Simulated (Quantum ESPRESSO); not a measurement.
## Band energies of K2PdC2

```
CELL_PARAMETERS angstrom
      5.11818     0.00000     0.00000
     -2.55909     4.43247     0.00000
      0.00000     0.00000     5.25814
ATOMIC_POSITIONS crystal
  C  0.00000 0.00000 0.62020
  C  0.00000 0.00000 0.37980
  K  0.66667 0.33333 0.72020
  K  0.33333 0.66667 0.27980
  Pd 0.00000 0.00000 0.00000
```

PBEsol (Quantum ESPRESSO, PseudoDojo norm-conserving, 82 Ry, without SOC); path ΓMKΓALHA,LM,KH; energies in eV from the valence-band maximum.

```
k (1/Å)  point  band 18  band 19  band 20  band 21  band 22  band 23  band 24  band 25
-------  -----  -------  -------  -------  -------  -------  -------  -------  -------
0.00         Γ    -1.90    -1.90    -1.51    -1.14    -1.14     4.12     4.46     5.28
0.24              -1.92    -1.89    -1.24    -1.14    -1.11     3.61     4.10     5.29
0.71         M    -1.96    -1.86    -1.23    -1.05    -0.50     2.48     3.64     4.65
1.12         K    -1.91    -1.91    -1.12    -1.12    -0.43     2.84     2.84     5.15
1.32              -1.93    -1.88    -1.16    -1.09    -0.53     2.69     3.30     4.88
1.73              -1.91    -1.90    -1.29    -1.14    -1.12     3.72     4.15     5.37
1.94         Γ    -1.90    -1.90    -1.51    -1.14    -1.14     4.12     4.46     5.28
2.14              -1.46    -1.31    -1.31    -1.13    -1.13     3.96     4.29     4.29
2.53         A    -1.37    -1.14    -1.14     0.00     0.00     2.67     2.67     3.72
2.71              -1.31    -1.15    -1.13    -0.01     0.00     2.46     2.70     3.86
3.07              -1.19    -1.07    -0.88    -0.05    -0.02     1.57     2.83     4.55
3.24         L    -1.20    -1.05    -0.76    -0.05    -0.03     1.37     2.86     4.79
3.45              -1.16    -1.07    -0.74    -0.06    -0.04     1.54     2.51     4.85
3.65         H    -1.11    -1.11    -0.71    -0.06    -0.06     1.94     1.94     4.90
3.79              -1.13    -1.10    -0.74    -0.06    -0.05     1.73     2.25     4.79
3.92              -1.15    -1.10    -0.87    -0.05    -0.03     1.74     2.52     4.61
4.20              -1.24    -1.15    -1.11    -0.02    -0.01     2.25     2.70     4.04
4.47         A    -1.37    -1.14    -1.14     0.00     0.00     2.67     2.67     3.72
4.47         L    -1.20    -1.05    -0.76    -0.05    -0.03     1.37     2.86     4.79
4.67              -1.20    -1.05    -0.68    -0.58    -0.45     1.86     3.32     4.24
4.87              -1.46    -1.27    -1.22    -1.04    -0.53     2.36     3.78     4.16
5.07         M    -1.96    -1.86    -1.23    -1.05    -0.50     2.48     3.64     4.65
5.07         K    -1.91    -1.91    -1.12    -1.12    -0.43     2.84     2.84     5.15
5.37              -1.15    -1.15    -0.92    -0.92    -0.51     2.62     2.62     4.57
5.67         H    -1.11    -1.11    -0.71    -0.06    -0.06     1.94     1.94     4.90
```

The PBEsol gap is indirect, 1.37 eV, from A to L; the smallest direct gap is 1.40 eV.

Spin-orbit splittings are left out.

Geometry of the Materials Project entry, not relaxed at this level.

The structure is a Materials Project entry; no match was found in the copy of COD used, and its stability was not checked.
